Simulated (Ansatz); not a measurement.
## YCo₂B₂, a database entry at a rescaled volume

```xyz
5
Lattice="-1.8013 1.8013 4.7170 1.8013 -1.8013 4.7170 1.8013 1.8013 -4.7170" Properties=species:S:1:pos:R:3 pbc="T T T"
Co    0.0000    1.8013    2.3585
Co    1.8013    0.0000    2.3585
B     0.0000    0.0000    3.5660
B     0.0000    0.0000    5.8679
Y     0.0000    0.0000    0.0000
```

Method: LDA, no spin polarisation; PAW, plane waves to 420 eV, 11×11×11 Γ-centred mesh, fermi-dirac occupations (width 0.1086 eV) (Ansatz 0.2.0), atoms fixed.

(1) Give the Bader charges.

(2) What do density and ELF say about some of the short contacts?

(3) Is it stable against the elements?

(4) Where is the largest force?

(5) Metal or insulator?

(6) What does the stress say?

Origin: a database entry at a rescaled volume. Caveats: no spin polarisation, so a magnetic state may lie lower; atoms or cell far from equilibrium.

Results:

(1) Bader charges in e: Y +1.64, Co -0.18, B -0.64. In the mean Y gives up most and B takes most.

(2) Co–B at 2.17 Å: least valence density 0.49 e/Å³ and ELF 0.52 there. B–B at 2.30 Å: least valence density 0.36 e/Å³ and ELF 0.78 there. Co–Co at 2.55 Å: least valence density 0.33 e/Å³ and ELF 0.32 there. Both are smooth PAW fields, read partly inside the augmentation spheres.

(3) -0.45 eV an atom against the elements' usual phases (free molecules for gases, crystals otherwise, with no correction for O₂ or N₂), so it is bound against them; other compounds may still compete. Relaxing would lower it.

(4) The largest is on B3 (and as large on other atoms): 1.65 eV/Å, components (0.00, 0.00, -1.65). It makes 56° with the line to a nearest neighbour, Co1 at 2.17 Å.

(5) It is a metal, with about 3.2 states/eV a cell as the mean within 0.25 eV of the Fermi level, mostly Co d (63 %), B p (16 %) and Y d (15 %).

(6) The pressure is -23.7 GPa (compression positive), so with the atoms held at these fractions the cell would first shrink; the forces are large, so a full relaxation may end otherwise. The principal stresses -26.4, -22.4, -22.4 GPa differ, so its shape would change too.
